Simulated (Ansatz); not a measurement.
With plane-wave PAW PBE (Ansatz code), BaN in the zinc blende structure (F-43m) relaxes to a = 6.058 Å. Ba has 4 nearest neighbours from 2.62 Å (tetrahedral); N has 4 nearest neighbours from 2.62 Å (tetrahedral). Its formation energy from the elements is 0.22 eV/atom, with no fitted shifts.

Electronic character: metallic (no gap). Gap from PBE with spin–orbit coupling: none (metallic).

An equation-of-state fit gives a bulk modulus of 39.7 GPa.

The start of the workflow was typed in or built on a structure type; neither database checked (COD, Materials Project) lists it. Its standing as an ambient phase is unchecked. The PBE relaxation kept the symmetry of its start; its stability against distortions is not shown here. Its formation energy is positive at this level, so the cell may be metastable or incomplete. With an odd number of electrons in the cell and no spin polarisation, the count alone makes it a metal. The references are the lowest solids computed at this level, not always the standard phases (solids in place of the gases). Scalar-relativistic: spin–orbit coupling is off unless named, which matters more the heavier the elements.

Potentials: the earlier of the program's two PAW sets.
